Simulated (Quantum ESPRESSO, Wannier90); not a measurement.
# Wannierisation of SnSe₂ (CdI2 type)

Materials Project entry mp-665; symmetrised, unrelaxed at this level. COD (Crystallography Open Database) has the formula in 2 space groups, this one among them (matched by group alone). Level: PBEsol, no spin polarisation, no spin-orbit coupling; pw.x of Quantum ESPRESSO at 69 Ry with PseudoDojo potentials, 12×12×6 k-points, Wannier90. Density: 12×12×6 mesh, Gaussian smearing 0.01 Ry. The cell is built of weakly bound layers, chains or molecules, whose nearest atoms lie 4.01 Å apart. Database cells relaxed without dispersion often hold them too far apart, which can enlarge gaps and weakens couplings between them; spacing and stacking were not compared with the measured crystal. Spin-orbit coupling is left out although heavy elements are present.

```
begin unit_cell_cart
ang
    3.8419000005    0.0000000000    0.0000000000
   -1.9209500003    3.3271829992    0.0000000000
    0.0000000000    0.0000000000    6.4858800000
end unit_cell_cart
mp_grid = 12 12 6
```

Neighbour vectors b of the finite-difference formula (Å⁻¹), by shell:

```json
[
 {"shell": "1", "b_x": "0.00000", "b_y": "0.15737", "b_z": "0.00000"},
 {"shell": "1", "b_x": "0.13629", "b_y": "0.07869", "b_z": "0.00000"},
 {"shell": "1", "b_x": "0.00000", "b_y": "-0.15737", "b_z": "0.00000"},
 {"shell": "1", "b_x": "0.13629", "b_y": "-0.07869", "b_z": "0.00000"},
 {"shell": "1", "b_x": "-0.13629", "b_y": "-0.07869", "b_z": "0.00000"},
 {"shell": "1", "b_x": "-0.13629", "b_y": "0.07869", "b_z": "0.00000"},
 {"shell": "2", "b_x": "0.00000", "b_y": "0.00000", "b_z": "0.16146"},
 {"shell": "2", "b_x": "0.00000", "b_y": "0.00000", "b_z": "-0.16146"}
]
```

Find the weights w_b from the completeness condition Σ_b w_b b_α b_β = δ_αβ.

Shell 1: Σ b_x² = 0.074, Σ b_y² = 0.074, Σ b_z² = 0.000 Å⁻²
Shell 2: Σ b_x² = 0.000, Σ b_y² = 0.000, Σ b_z² = 0.052 Å⁻²
Each of the three diagonal sums, weighted, has to give 1 and the off-diagonal ones 0, which holds for w_1 = 13.5 Å², w_2 = 19.2 Å². Check on xx: 13.46×0.074 + 19.18×0.000 = 1.00.

On this mesh the 8 functions of bands 16-23 (valence bands; start: SCDM (isolated), conv_tol = 1.0e-6) end with spreads 2.1953, 2.1953, 2.1953, 2.1958, 2.1958, 2.1953, 1.8778, 1.8778 Å², Ω_I = 15.3373 Å² and Ω_D = 0.0323 Å².

Ω_total is the sum of the spreads, 16.928 Å². Ω_OD = Ω_total − Ω_I − Ω_D = 1.559 Å². Only (Ω_D + Ω_OD)/Ω_total = 9.4 % depends on the gauge, and another start could lower the total by that share at most. The rms radius is √(Ω_total/8) = 1.45 Å.
